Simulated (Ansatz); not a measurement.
SiGe in space group P4_2/mmc (No. 131; Ge on 2c, Si on 2e) at seven volumes, DFT-PBE in the program Ansatz with PAW potentials, shape and atoms relaxed at each. One row is withheld.

```tsv
V (Å³/atom)	P (GPa)
19.904	6.78
20.560	4.10
21.217	1.87
21.873	0.00
22.529	-1.48
23.185	?
23.841	-3.85
```

Problem. Fit the shown pressures and predict the withheld one.

Solution. P = (3/2)B₀(x^(7/2) − x^(5/2))[1 + (3/4)(B′ − 4)(x − 1)] with x = (V₀/V)^(2/3). Least squares on the six rows gives V₀ = 21.882 Å³/atom, B₀ = 55.9 GPa, B′ = 5.18. At V = 23.185, x = 0.9622 and P = -2.78 GPa. The run itself gave -2.78 GPa.

A made-up cell: these elements were put on the sites of a structure type; neither database checked (COD, Materials Project) lists it. Its standing as an ambient phase is unchecked. The PBE relaxation kept the symmetry of its start; its stability against distortions is not shown here.

Potentials: the later of the program's two PAW sets.
